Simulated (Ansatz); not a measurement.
BIr:
```
CELL_PARAMETERS angstrom
      3.01912     0.00000     0.00000
     -1.50956     2.61463     0.00000
      0.00000     0.00000     2.69470
ATOMIC_POSITIONS crystal
  B  0.00000 0.00000 0.50000
  Ir 0.66667 0.33333 0.00000
```

Relaxed with PBEsol. Special points in fractions of this cell's reciprocal vectors: Γ (0.000, 0.000, 0.000); M (0.500, 0.000, 0.000); K (0.333, 0.333, 0.000); A (0.000, 0.000, 0.500); L (0.500, 0.000, 0.500); H (0.333, 0.333, 0.500).

Problem. List the band energies nearest the Fermi level at these points for PBEsol with spin–orbit coupling in the plane-wave PAW code Ansatz.

Solution. In eV from the Fermi level; about four levels below and three above (degenerate sets whole), none deeper than 8.9 eV; points with the same levels are listed once.

| k | below | above |
|---|---|---|
| Γ | -1.36 -1.36 -0.79 -0.79 | 2.50 2.50 5.67 5.67 |
| M | -1.81 -1.81 -1.34 -1.34 | 0.40 0.40 1.03 1.03 |
| K | -1.48 -1.34 -1.27 -0.86 | 0.62 1.24 8.16 |
| A | -3.73 -3.73 -3.07 -3.07 | 1.67 1.67 4.58 4.58 |
| L | -1.18 -1.18 -0.61 -0.61 | 0.48 0.48 5.93 5.93 |
| H | -1.67 -1.64 -0.18 -0.16 | 3.47 3.96 4.91 |

Space group P-6m2. The first step of the workflow began from a Materials Project structure, measured or hypothetical; the Crystallography Open Database copy checked does not list it. Whether it is the stable phase at ambient conditions was not checked. Symmetry was held in the PBEsol relaxation. At this level the phase is mechanically unstable. The run is not spin-polarised.

Potentials: the later of the program's two PAW sets.
